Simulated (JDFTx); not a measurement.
An input for a modified build of JDFTx (bromotrifluoromethane, CBrF3 (SMILES FC(F)(F)Br), charge 0, multiplicity 1, linear PCM (GLSSA13), chloroform, no salt; bohr, hartree) and the course of its log:

```
lattice \
  18.8972612463 0.0000000000 0.0000000000 \
  0.0000000000 18.4248297151 0.0000000000 \
  0.0000000000 0.0000000000 18.4248297151
coords-type Cartesian
ion F -2.2598472252 1.9066971342 0.6194421890 0
ion C -1.4044587698 -0.3971563854 0.2062905869 0
ion F -2.2607168399 -1.1914085344 -1.9951270341 0
ion F -2.2597451765 -1.9066971342 1.9951270341 0
ion Br 2.2607168399 -0.3972932225 0.2058599700 0
ion-species pseudo/f_pbe_v1.4.upf
ion-species pseudo/c_pbe_v1.2.upf
ion-species pseudo/br_pbe_v1.4.upf
elec-cutoff 20 100
elec-ex-corr gga-PBE
symmetries none
elec-n-bands 16
electronic-minimize nIterations 150 energyDiffThreshold 1e-7
fluid LinearPCM
pcm-variant GLSSA13
fluid-solvent CHCl3
fluid-minimize nIterations 400 knormThreshold 1e-11
dump-name s5.$VAR
dump End State Ecomponents EigStats BandEigs Forces ElecDensity IonicPositions FluidDebug
```

```
[one cycle in 7 is shown, and the last three; fluid-solver lines are left out]
ElecMinimize: Iter:   0  Etot: -92.231992163262873  |grad|_K:  4.404e-05  alpha:  1.000e+00
ElecMinimize: Iter:   7  Etot: -92.232776216975424  |grad|_K:  1.937e-05  alpha:  1.621e-01  linmin: -3.849e-03
ElecMinimize: Iter:  14  Etot: -92.232855685341775  |grad|_K:  1.548e-05  alpha:  5.191e-02  linmin: -9.637e-04
ElecMinimize: Iter:  21  Etot: -92.232885078308726  |grad|_K:  1.268e-05  alpha:  5.230e-02  linmin:  2.578e-03
ElecMinimize: Iter:  28  Etot: -92.232902014105349  |grad|_K:  1.210e-05  alpha:  2.965e-02  linmin:  3.660e-04
ElecMinimize: Iter:  35  Etot: -92.232913166552862  |grad|_K:  1.050e-05  alpha:  2.953e-02  linmin:  1.077e-03
ElecMinimize: Iter:  42  Etot: -92.232921154752489  |grad|_K:  9.727e-06  alpha:  2.373e-02  linmin:  1.364e-04
ElecMinimize: Iter:  49  Etot: -92.232927635653311  |grad|_K:  9.455e-06  alpha:  2.108e-02  linmin:  3.179e-04
ElecMinimize: Iter:  56  Etot: -92.232932915298107  |grad|_K:  9.611e-06  alpha:  1.828e-02  linmin:  7.317e-05
ElecMinimize: Iter:  63  Etot: -92.232937595429348  |grad|_K:  8.975e-06  alpha:  1.828e-02  linmin: -4.227e-05
ElecMinimize: Iter:  70  Etot: -92.232942048747276  |grad|_K:  8.640e-06  alpha:  1.805e-02  linmin:  1.071e-04
ElecMinimize: Iter:  77  Etot: -92.232946022484242  |grad|_K:  8.363e-06  alpha:  1.809e-02  linmin:  1.168e-04
ElecMinimize: Iter:  84  Etot: -92.232949714215039  |grad|_K:  8.313e-06  alpha:  1.669e-02  linmin:  1.745e-04
ElecMinimize: Iter:  91  Etot: -92.232953192421718  |grad|_K:  8.836e-06  alpha:  1.364e-02  linmin:  4.734e-04
ElecMinimize: Iter:  98  Etot: -92.232955927527328  |grad|_K:  9.812e-06  alpha:  7.427e-03  linmin:  8.460e-04
ElecMinimize: Iter: 105  Etot: -92.232957614548454  |grad|_K:  1.000e-05  alpha:  5.322e-03  linmin:  6.190e-06
ElecMinimize: Iter: 112  Etot: -92.232959195661635  |grad|_K:  8.959e-06  alpha:  5.462e-03  linmin: -1.773e-04
ElecMinimize: Iter: 119  Etot: -92.232960468189759  |grad|_K:  7.852e-06  alpha:  6.368e-03  linmin: -2.003e-04
ElecMinimize: Iter: 126  Etot: -92.232961660895313  |grad|_K:  7.614e-06  alpha:  6.328e-03  linmin:  7.159e-05
ElecMinimize: Iter: 133  Etot: -92.232962702274477  |grad|_K:  7.231e-06  alpha:  5.951e-03  linmin:  8.643e-05
ElecMinimize: Iter: 140  Etot: -92.232963633092055  |grad|_K:  6.945e-06  alpha:  6.016e-03  linmin: -1.006e-04
ElecMinimize: Iter: 147  Etot: -92.232964522488530  |grad|_K:  6.686e-06  alpha:  6.380e-03  linmin: -1.276e-04
ElecMinimize: Iter: 148  Etot: -92.232964649186016  |grad|_K:  6.666e-06  alpha:  6.432e-03  linmin: -1.182e-06
ElecMinimize: Iter: 149  Etot: -92.232964774534736  |grad|_K:  6.643e-06  alpha:  6.413e-03  linmin: -1.767e-06
ElecMinimize: Iter: 150  Etot: -92.232964898982431  |grad|_K:  6.619e-06  alpha:  6.411e-03  linmin:  1.818e-06
ElecMinimize: None of the convergence criteria satisfied after 150 iterations.
IonicMinimize: Iter:   0  Etot: -92.232964898982431  |grad|_K:  0.000e+00
IonicMinimize: Converged (|grad|_K<1.000000e-04).
```

This run gave no converged result. The loop ran out of cycles short of its threshold. It has stalled and not diverged: the last ten energies span 1e-06 Ha, so the total is near its end, but levels, forces and the chemical potential aren't shown converged.
